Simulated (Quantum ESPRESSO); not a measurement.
## IrSn2RhWAl2Zn (input and log of a self-consistent run)

Computed values, not a measurement. The program is pw.x of Quantum ESPRESSO 7.5 (plane-wave density functional theory). The cell is made up: eight metal atoms on a hexagonal close-packed lattice, with elements, volume, strain and displacements drawn at random and not relaxed, so it may be unstable or far from any real phase. PseudoDojo standard norm-conserving files set the functional (PBE unless stated); there is no spin polarisation or spin-orbit coupling, the Fermi-Dirac width of 0.25 eV means electrons at about 2900 K, and the masses in the input are unused placeholders. The tin pseudopotential is less sure than most, with forces differing by about three percent from a second method on plain tin. Heavy elements are run without spin-orbit coupling, which real alloys of them have. A spin test at this wide smearing found no moment, but such smearing suppresses magnetism that the real alloy may have.

Input:

```
&control calculation='scf', pseudo_dir='./dojo.nc.sr.pbe.v0_5.standard.upf', outdir='./o', disk_io='medium', tprnfor=.true., tstress=.true. /
&system ibrav=0, nat=8, ntyp=6, nbnd=63, ecutwfc=87.97787729, nosym=.true., tot_charge=0,
 occupations='smearing', smearing='fd', degauss=0.0183746611
/
&electrons conv_thr=1.470e-08, electron_maxstep=70, mixing_beta=0.5 /
ATOMIC_SPECIES
Al 1.0 Al.upf
Ir 1.0 Ir.upf
Rh 1.0 Rh.upf
Sn 1.0 Sn.upf
W 1.0 W.upf
Zn 1.0 Zn.upf
CELL_PARAMETERS angstrom
4.2443 -2.5064 0.0132
-2.799 0.0775 -4.5836
2.7709 4.9112 -0.0658
ATOMIC_POSITIONS angstrom
Ir 0.0392 -0.0621 -0.0189
Sn 1.3797 2.4521 -0.0246
Rh -0.0386 1.6749 -2.3232
Sn 1.3646 4.1035 -2.3426
W 2.8356 -0.0893 -0.009
Al 4.2112 2.4238 -0.0178
Al 1.4017 -0.7845 -2.2627
Zn 2.7764 1.6434 -2.3224
K_POINTS automatic
5 5 4 1 1 1
```

The log is shortened where brackets say so; the opening notice, blank lines, dates and the lines on written files are dropped, and the path of the files is cut. It prints rydbergs, bohrs and kilobars, and counts compression as positive stress. Its total energy is the free energy E - TS of the whole cell.

```
     Program PWSCF v.7.5
     Parallel version (MPI & OpenMP), running on       1 processor cores
     Number of MPI processes:                 1
     Threads/MPI process:                     1
     [start-up lines left out]
     bravais-lattice index     =            0
     lattice parameter (alat)  =       9.3147  a.u.
     unit-cell volume          =     861.3037 (a.u.)^3
     number of atoms/cell      =            8
     number of atomic types    =            6
     number of electrons       =       102.00
     number of Kohn-Sham states=           63
     kinetic-energy cutoff     =      87.9779  Ry
     charge density cutoff     =     351.9115  Ry
     scf convergence threshold =      1.5E-08
     mixing beta               =       0.5000
     number of iterations used =            8  plain     mixing
     Exchange-correlation= PBE
                           (   1   4   3   4   0   0   0)
     [axes and pseudopotential details left out]
   Cartesian axes
     site n.     atom                  positions (alat units)
         1        Ir     tau(   1) = (   0.0079527  -0.0125986  -0.0038344  )
         2        Sn     tau(   2) = (   0.2799076   0.4974714  -0.0049907  )
         3        Rh     tau(   3) = (  -0.0078310   0.3397964  -0.4713207  )
         4        Sn     tau(   4) = (   0.2768441   0.8325003  -0.4752565  )
         5        W      tau(   5) = (   0.5752742  -0.0181168  -0.0018259  )
         6        Al     tau(   6) = (   0.8543500   0.4917300  -0.0036112  )
         7        Al     tau(   7) = (   0.2843708  -0.1591560  -0.4590468  )
         8        Zn     tau(   8) = (   0.5632640   0.3334059  -0.4711584  )
     number of k points=    50  Fermi-Dirac smearing, width (Ry)=  0.0184
                       cart. coord. in units 2pi/alat
        k(    1) = (   0.1419855   0.0427553  -0.1935196), wk =   0.0400000
        k(    2) = (   0.2528950   0.2302278  -0.2580773), wk =   0.0400000
     [further k points left out]
     Dense  grid:    96049 G-vectors     FFT dimensions: (  60,  64,  64)
     Estimated max dynamical RAM per process >     183.22 MB
     Initial potential from superposition of free atoms
     starting charge     101.9906, renormalised to     102.0000
     Starting wfcs are   66 randomized atomic wfcs
     total cpu time spent up to now is       22.7 secs
     per-process dynamical memory:    95.4 Mb
     Self-consistent Calculation
     iteration #  1     ecut=    87.98 Ry     beta= 0.50
     Davidson diagonalization with overlap
     ethr =  1.00E-02,  avg # of iterations =  5.1
     Threshold (ethr) on eigenvalues was too large:
     Diagonalizing with lowered threshold
     Davidson diagonalization with overlap
     ethr =  8.10E-04,  avg # of iterations =  1.6
     total cpu time spent up to now is      170.5 secs
     total energy              =   -1358.74153740 Ry
     estimated scf accuracy    <       0.83545065 Ry
     iteration #  2     ecut=    87.98 Ry     beta= 0.50
     Davidson diagonalization with overlap
     ethr =  8.19E-04,  avg # of iterations =  3.3
     total cpu time spent up to now is      253.5 secs
     total energy              =   -1358.60036877 Ry
     estimated scf accuracy    <       5.43178098 Ry
     iteration #  3     ecut=    87.98 Ry     beta= 0.50
     Davidson diagonalization with overlap
     ethr =  8.19E-04,  avg # of iterations =  2.0
     total cpu time spent up to now is      317.7 secs
     total energy              =   -1359.12554475 Ry
     estimated scf accuracy    <       0.22710561 Ry
     iteration #  4     ecut=    87.98 Ry     beta= 0.50
     Davidson diagonalization with overlap
     ethr =  2.23E-04,  avg # of iterations =  2.1
     total cpu time spent up to now is      384.6 secs
     total energy              =   -1359.15737949 Ry
     estimated scf accuracy    <       0.09192403 Ry
     iteration #  5     ecut=    87.98 Ry     beta= 0.50
     Davidson diagonalization with overlap
     ethr =  9.01E-05,  avg # of iterations =  1.5
     total cpu time spent up to now is      447.8 secs
     total energy              =   -1359.16800417 Ry
     estimated scf accuracy    <       0.00483217 Ry
     [iterations 6 to 7 left out]
     iteration #  8     ecut=    87.98 Ry     beta= 0.50
     Davidson diagonalization with overlap
     ethr =  1.67E-07,  avg # of iterations =  2.0
     total cpu time spent up to now is      658.8 secs
     total energy              =   -1359.16914601 Ry
     estimated scf accuracy    <       0.00002173 Ry
     iteration #  9     ecut=    87.98 Ry     beta= 0.50
     Davidson diagonalization with overlap
     ethr =  2.13E-08,  avg # of iterations =  2.7
     total cpu time spent up to now is      717.4 secs
     total energy              =   -1359.16914890 Ry
     estimated scf accuracy    <       0.00000419 Ry
     iteration # 10     ecut=    87.98 Ry     beta= 0.50
     Davidson diagonalization with overlap
     ethr =  4.11E-09,  avg # of iterations =  2.7
     total cpu time spent up to now is      782.5 secs
     total energy              =   -1359.16914953 Ry
     estimated scf accuracy    <       0.00000049 Ry
     iteration # 11     ecut=    87.98 Ry     beta= 0.50
     Davidson diagonalization with overlap
     ethr =  4.80E-10,  avg # of iterations =  2.6
     total cpu time spent up to now is      845.3 secs
     total energy              =   -1359.16914960 Ry
     estimated scf accuracy    <       0.00000002 Ry
     iteration # 12     ecut=    87.98 Ry     beta= 0.50
     Davidson diagonalization with overlap
     ethr =  1.81E-11,  avg # of iterations =  4.3
     total cpu time spent up to now is      925.7 secs
     End of self-consistent calculation
     [lines on levels left out]
!    total energy              =   -1359.16914960 Ry
     estimated scf accuracy    <       0.00000001 Ry
     smearing contrib. (-TS)   =      -0.07639695 Ry
     internal energy E=F+TS    =   -1359.09275265 Ry
     The total energy is F=E-TS. E is the sum of the following terms:
     one-electron contribution =    -594.98522310 Ry
     hartree contribution      =     358.25517393 Ry
     xc contribution           =    -252.75828300 Ry
     ewald contribution        =    -869.60442049 Ry
     convergence has been achieved in  12 iterations
     Forces acting on atoms (cartesian axes, Ry/au):
     atom    1 type  2   force =    -0.02250694   -0.00258918    0.00285162
     atom    2 type  4   force =     0.00757518   -0.04952516    0.02810880
     atom    3 type  3   force =     0.01861308    0.00589581   -0.00777615
     atom    4 type  4   force =    -0.01126005    0.04293471   -0.03523209
     atom    5 type  5   force =    -0.00007617    0.00747333   -0.00443695
     atom    6 type  1   force =    -0.00789621   -0.00125743    0.00805809
     atom    7 type  1   force =     0.00391328    0.02211670    0.00331930
     atom    8 type  6   force =     0.01163783   -0.02504878    0.00510738
     Total force =     0.094782     Total SCF correction =     0.000303
     Computing stress (Cartesian axis) and pressure
          total   stress  (Ry/bohr**3)                   (kbar)     P=       79.57
   0.00039939  -0.00005694  -0.00010457           58.75       -8.38      -15.38
  -0.00005694   0.00044802   0.00005930           -8.38       65.91        8.72
  -0.00010457   0.00005930   0.00077533          -15.38        8.72      114.05
     init_run     :     20.74s CPU     22.50s WALL (       1 calls)
     electrons    :    885.58s CPU    903.04s WALL (       1 calls)
     forces       :     16.20s CPU     16.35s WALL (       1 calls)
     stress       :     47.41s CPU     47.71s WALL (       1 calls)
     [timing details left out]
     PWSCF        :  16m10.50s CPU  16m31.51s WALL
     JOB DONE.
```

In other units: free energy -18492.438 eV for the cell, pressure 7.96 GPa, largest force component 1.273 eV/Å in size. The run took 993 s of wall time with one process on a shared machine (AMD EPYC, Zen 5, virtual cores), so the time is rough. A rerun of this cell at a higher cutoff and on a denser mesh moved values by no more than 0.010 eV in energy, 0.08 GPa in stress and 0.010 eV/Å in force, and a second program with other atomic files agreed on that cell to 2 % rms in force and 0.5 GPa in pressure.